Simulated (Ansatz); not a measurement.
MoPt:
Space group Pmma (No. 51); a = 4.474 Å, b = 2.730 Å, c = 4.953 Å, α = β = γ = 90.00°

```tsv
atom	site	symmetry	x	y	z
Mo	2e	mm2	0.2500	0.0000	0.1623
Pt	2f	mm2	0.2500	0.5000	0.6634
```

Relaxed at zero pressure with the program Ansatz at the r²SCAN level (PAW).

Problem. The volume is lowered by 6 % and shape and atoms relax at that volume. What pressure results, and how do the axes share the change?

Solution. 21.2 GPa; a -1.9 %, b -2.0 %, c -2.2 %; the energy rises by 56 meV/atom.

Problem. Give the new structure.

Solution. 
Space group Pmma (No. 51); a = 4.390 Å, b = 2.674 Å, c = 4.845 Å, α = 90.00°, β = 90.00°, γ = 90.00°

```csv
atom,site,symmetry,x,y,z
Mo,2e,mm2,0.2500,0.0000,0.1623
Pt,2f,mm2,0.2500,0.5000,0.6629
```

The phase is kept; no other phase was compared at this pressure.

The workflow started from a Materials Project entry (that database holds measured and hypothetical structures alike); the Crystallography Open Database copy checked does not list it. With Mo and Pt taken as one species the cell has the higher symmetry P6_3/mmc, so it may be an ordered model of a mixed-site phase. Whether it is the stable phase at ambient conditions was not checked. The cell was relaxed with r²SCAN under the symmetry of its start; of distortions, only those at the zone centre were tested. No spin polarisation was allowed. Axis ratios of metals converge slowly with the k-mesh, so a and c are less sure than the volume. Spin–orbit coupling is left out wherever it is not named.

Potentials: the later of the program's two PAW sets.
